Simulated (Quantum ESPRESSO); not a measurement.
## Calculated data, LiHfZr$_{4}$ScW (simulated cell)

Calculation on a made-up metal alloy cell, not a measurement, with one named mistake planted (healthy values lack it): no spin or spin-orbit, unrelaxed, 2900 K smearing, stress positive in tension, cell energy less the intended atoms' offsets; periodic Kohn-Sham density functional theory in plane waves with PseudoDojo standard norm-conserving scalar-relativistic pseudopotentials, each functional with its own files (v0.5 for PBE, v0.4.1 for LDA and PBEsol), eight atoms on drawn sites of a strained close-packed or body-centred lattice, each displaced and held fixed; the energy is the cell's free energy, ions and the entropy term -TS included, at the stated Fermi-Dirac width, less a fixed offset for each atom's element (shifted free energy); compositions with an open d shell lost a parallel starting moment in a cheaper test run, and other magnetic orders were not tried; an error bar is the largest change of its kind in a tighter rerun, never given below 0.002 eV, 0.02 GPa or 0.003 eV/angstrom, and covers cutoff and k-mesh only, not smearing or the files. Program: Quantum ESPRESSO 7.5.

```xyz
8
Lattice="-0.0032 -0.0860 -5.1310 0.0558 5.6230 0.0923 6.3041 0.0644 0.0040" Properties=species:S:1:pos:R:3 formula=LiHfZr4ScW lattice_type=hexagonal_close-packed intended_functional=pbe cutoff=1116 fermi_dirac_smearing=0.25 intended_electrons_removed=0 healthy_entropy_term_negative_ts=-2.189 healthy_pressure=-4.68 healthy_stress_xx=4.22 healthy_stress_yy=6.18 healthy_stress_zz=3.66 healthy_stress_yz=0.34 healthy_stress_xz=0.11 healthy_stress_xy=0.13 fault_kind=wrong_element fault_wrong_element_site=7 fault_wrong_element=Nb run_command=mpirun_-np_4_pw.x_-nk_4_-in_in run_processor=Intel_Xeon,2023_or_later,virtual_cores k_mesh=5_x_4_x_4_shifted_half_a_step_off_Gamma_on_each_axis structure_shown=the_intended_cell healthy_shifted_free_energy=1.033
Hf    -0.0140     0.0253    -0.0086
Zr     3.1153     0.1005     0.0109
W      1.6024     2.8293     0.0254
Zr     4.7436     2.8366    -0.0122
Zr     0.0075     1.8169    -2.5155
Sc     3.1757     1.8304    -2.5714
Zr     1.6496     4.6189    -2.4500
Li     4.7778     4.6512    -2.4913
```

Units: cutoff, fermi_dirac_smearing, healthy_entropy_term_negative_ts, healthy_shifted_free_energy in eV; healthy_pressure, healthy_stress_xx, healthy_stress_yy, healthy_stress_zz, healthy_stress_yz, healthy_stress_xz, healthy_stress_xy in GPa.

Atoms:
| atoms element | atom site | atom energy offset (eV) |
| --- | --- | --- |
| Hf | 1 | -1535.13 |
| Zr | 2 | -1377.61 |
| W | 3 | -2063.48 |
| Zr | 4 | -1377.61 |
| Zr | 5 | -1377.61 |
| Sc | 6 | -1317.21 |
| Zr | 7 | -1377.61 |
| Li | 8 | -195.67 |

Healthy forces:
| site | x (eV/Å) | y (eV/Å) | z (eV/Å) |
| --- | --- | --- | --- |
| 1 | 0.436 | -0.169 | 0.151 |
| 2 | -0.341 | -0.149 | -0.051 |
| 3 | -0.348 | 0.128 | 0.02 |
| 4 | -0.026 | 0.617 | 0.117 |
| 5 | 0.805 | 0.152 | -0.278 |
| 6 | -0.318 | 0.303 | 0.04 |
| 7 | -0.267 | -1.043 | 0.027 |
| 8 | 0.061 | 0.162 | -0.027 |

Notes: heavy elements are run without spin-orbit coupling, which real alloys of them have; a spin test at this wide smearing found no moment, but such smearing suppresses magnetism that the real alloy may have; another functional or element uses other pseudopotential files, so its energy jump is mostly a change of zero; lattice, volume and sites are drawn at random and may be unstable or far from any real phase; energies are for the whole cell, less offsets fitted to these runs, so they are not formation energies; error bars of the healthy run: energy 0.0023 eV, stress 0.021 GPa, force 0.003 eV/Å, from a tighter rerun of this or a related cell; 19 SCF iterations, 247 s of wall time on a shared machine.

## Withheld values
1. Estimate the faulty shifted free energy of LiHfZr$_{4}$ScW (simulated cell).
2. Estimate the faulty stress yy of LiHfZr$_{4}$ScW (simulated cell).
3. Give the missing faulty stress xx for LiHfZr$_{4}$ScW (simulated cell).
4. Give the missing faulty stress xz for LiHfZr$_{4}$ScW (simulated cell).

## Answers
1. -315.7 eV
2. 9.3 GPa
3. 6.43 GPa
4. 0.04317 GPa

Further results for LiHfZr$_{4}$ScW (simulated cell):

| Quantity | Value |
| --- | --- |
| faulty entropy term negative ts | -2.238 eV |
| faulty pressure | -7.55 GPa |
| faulty stress zz | 6.92 GPa |
| faulty stress yz | 0.05461 GPa |
| faulty stress xy | 0.01028 GPa |

Faulty forces:
| site | x (eV/Å) | y (eV/Å) | z (eV/Å) |
| --- | --- | --- | --- |
| 1 | 0.83 | -0.314 | 0.173 |
| 2 | -0.721 | -0.275 | -0.022 |
| 3 | -0.37 | 0.512 | -0.141 |
| 4 | -0.02 | 0.522 | 0.113 |
| 5 | 1.11 | 0.103 | -0.321 |
| 6 | -0.545 | 0.3 | 0.047 |
| 7 | -0.319 | -1 | 0.182 |
| 8 | 0.035 | 0.152 | -0.029 |
